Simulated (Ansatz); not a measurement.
InPt3:
```yaml
crystal:
  lattice:
    - [3.99277, 0.00000, 0.00000]
    - [0.00000, 3.99277, 0.00000]
    - [0.00000, 0.00000, 3.99277]
  atoms:
    - { symbol: In, position: [0.00000, 0.00000, 0.00000] }
    - { symbol: Pt, position: [0.00000, 0.50000, 0.50000] }
    - { symbol: Pt, position: [0.50000, 0.00000, 0.50000] }
    - { symbol: Pt, position: [0.50000, 0.50000, 0.00000] }
```

Relaxed with PBEsol. Special points in fractions of this cell's reciprocal vectors: Γ (0.000, 0.000, 0.000); X (0.000, 0.500, 0.000); M (0.500, 0.500, 0.000); R (0.500, 0.500, 0.500).

### Question
List the band energies nearest the Fermi level at these points for plane-wave PAW PBEsol (Ansatz code).

### Answer
In eV from the Fermi level; about four levels below and three above (degenerate sets whole), none deeper than 8.9 eV; points with the same levels are listed once.

| k | below | above |
|---|---|---|
| Γ | -2.02 -2.02 -2.02 -0.81 -0.81 | 0.03 0.29 0.29 0.29 |
| X | -2.03 -2.03 -1.89 -0.72 | 0.52 4.05 5.80 5.80 |
| M | -1.78 -1.59 -1.55 -0.52 | 1.51 1.51 7.19 |
| R | -2.03 -2.03 -2.03 -1.51 -1.51 -0.35 | 0.08 0.08 0.08 |

Space group Pm-3m (Cu3Au type). The first step of the workflow began from a Materials Project structure, measured or hypothetical; the Crystallography Open Database files this formula in space group No. 221, but the cells were not matched. Its standing as an ambient phase is unchecked. The PBEsol relaxation kept the symmetry of its start; of distortions, only those at the zone centre were tested. The run is not spin-polarised. Scalar-relativistic: spin–orbit coupling is off unless named, which matters more the heavier the elements.

Potentials: the later of the program's two PAW sets.
